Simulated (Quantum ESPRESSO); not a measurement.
# Kohn-Sham bands of InPd3 (P4/mmm)

```xyz
4
Lattice="4.0872 0.0000 0.0000 0.0000 4.0872 0.0000 0.0000 0.0000 3.9673" Properties=species:S:1:pos:R:3 pbc="T T T"
In     0.0000     0.0000     0.0000
Pd     2.0436     2.0436     0.0000
Pd     2.0436     0.0000     1.9836
Pd     0.0000     2.0436     1.9836
```

Materials Project entry mp-510436; symmetrised, unrelaxed at this level. Not found in the COD (Crystallography Open Database) copy used; not checked further. Level: PBEsol, no spin polarisation, no spin-orbit coupling; pw.x of Quantum ESPRESSO at 66 Ry with PseudoDojo potentials, 4×4×4 k-points, Wannier90. Density: 10×10×10 mesh, cold smearing 0.01 Ry. Spin-orbit coupling is left out although heavy elements are present.

Energies are relative to the Fermi level; weights are on the orthonormalised atomic waves of the pseudopotential files, averaged over the group. 67 electrons a cell are treated as valence.

| bands | from (eV) | to (eV) | filling | weight on atomic waves |
|---|---|---|---|---|
| 1–3 | -83.75 | -83.71 | filled | (withheld) |
| 4–12 | -49.61 | -49.36 | filled | (withheld) |
| 13–17 | -14.03 | -13.86 | filled | (withheld) |
| 18 | -8.53 | -5.78 | filled | (withheld) |

Question: Which atomic shells make up each group?

Answer: 
- 1–3, weight on atomic waves: Pd 4s 98 %
- 4–12, weight on atomic waves: Pd 4p 100 %
- 13–17, weight on atomic waves: In 4d 99 %
- 18, weight on atomic waves: In 5s 58 %, Pd 4d 23 %, In 5p 15 %

No gap over 0.05 eV opens at the Fermi level at this level of theory.
